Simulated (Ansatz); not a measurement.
KBr:
```xyz
2
Lattice="0.0000 3.2750 3.2750 3.2750 0.0000 3.2750 3.2750 3.2750 0.0000" Properties=species:S:1:pos:R:3 pbc="T T T"
K      0.0000     0.0000     0.0000
Br     3.2750     3.2750     3.2750
```

This is the PBEsol-relaxed structure.

Problem. All from PBEsol in the plane-wave PAW code Ansatz, unless another level is named. Predict the Poisson's ratio.

Solution. 0.27.

Problem. Give the elastic constants (relaxed ions, GPa).

Solution. C11 = 36.6, C12 = 4.8, C44 = 5.0.

Space group Fm-3m (rock salt). Symmetry was held in the PBEsol relaxation.

Potentials: the later of the program's two PAW sets.
